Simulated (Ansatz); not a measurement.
GaP in space group I-4m2 (No. 119; Ga on 2c, P on 2a), plane-wave PAW LDA (Ansatz code), all energies at zero smearing, with the estimated change up to a 700 eV cutoff added, with one set of potentials and settings (totals compare only within such a set). Cell of 2 atoms (1 Ga, 1 P): -4432.960 eV.

```
element            reference phase  E (eV/atom)
-------  -------------------------  -----------
Ga       Cmce, 4 atoms in the cell   -3706.9815
P        Cmce, 4 atoms in the cell    -725.9596
```

Formation energy per atom, worked out: (-4432.960 − 1×(-3706.9815) − 1×(-725.9596))/2 = -0.009 eV/atom (-1 kJ per mol of atoms), at 0 K, without zero-point energy or fitted corrections.

The workflow started from a Materials Project entry (that database holds measured and hypothetical structures alike); the Crystallography Open Database copy checked does not list it. It is not the phase usual at ambient conditions (space group No. 216). Symmetry was held in the LDA relaxation; of distortions, only those at the zone centre were tested. The references are the lowest solids computed at this level, not always the standard phases. Spin–orbit coupling is left out wherever it is not named.

Potentials: the later of the program's two PAW sets.
